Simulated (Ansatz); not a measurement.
Level of theory: DFT PBE, scalar-relativistic, plane waves, PAW in Ansatz. All cells share a 420 eV cutoff and Γ-centred k meshes spaced about 0.3 Å⁻¹ or finer (0.25 for metals, 2π included). Collinear spin in cells that started with moments and kept them past the coarse steps, no spin elsewhere.

All energies are static (0 K, no zero-point motion). All come from trial cells, and lower structures may exist.

**Question.** Which of these relaxed structures of Ag3Os is the lowest in energy?
A.

```xyz
4
Lattice="2.7273 0.0000 0.0000 0.0000 2.7273 0.0000 0.0000 0.0000 8.9527" Properties=species:S:1:pos:R:3 pbc="T T T"
Ag    0.0000    0.0000    6.6622
Ag    0.0000    0.0000    2.2904
Ag    1.3637    1.3637    0.0000
Os    1.3637    1.3637    4.4763
```

B.

```xyz
4
Lattice="2.7548 0.0000 0.0000 -1.3774 2.3857 0.0000 0.0000 0.0000 10.5939" Properties=species:S:1:pos:R:3 pbc="T T T"
Ag    1.3774    0.7952    2.7766
Ag    1.3774    0.7952    7.8172
Ag    0.0000    1.5905    5.2969
Os    1.3774    0.7952    0.0000
```

C.

```xyz
4
Lattice="2.7947 0.0000 0.0000 -1.3974 2.4203 0.0000 0.0000 0.0000 9.8034" Properties=species:S:1:pos:R:3 pbc="T T T"
Ag    0.0000    0.0000    0.0000
Ag    1.3974    0.8068    7.3068
Ag    1.3974    0.8068    2.4966
Os    0.0000    0.0000    4.9017
```

**Answer.** C. It has Ag and Os ordered on hcp sites, space group P-6m2 (No. 187); the next, A, with Ag and Os ordered on fcc sites, space group P4/mmm (No. 123), lies 94 meV/atom higher. Counting all near atoms (those within 1.25 times the shortest distance at each site), the lowest and the next both have Ag 12, Os 12. Even the lowest lies +0.39 eV/atom against the elements.

Spin–orbit coupling, which can matter for Os, is left out. Cells relaxed within their symmetry can be saddle points. Some candidate types were left out of the draw beforehand, so a known form may be missing.
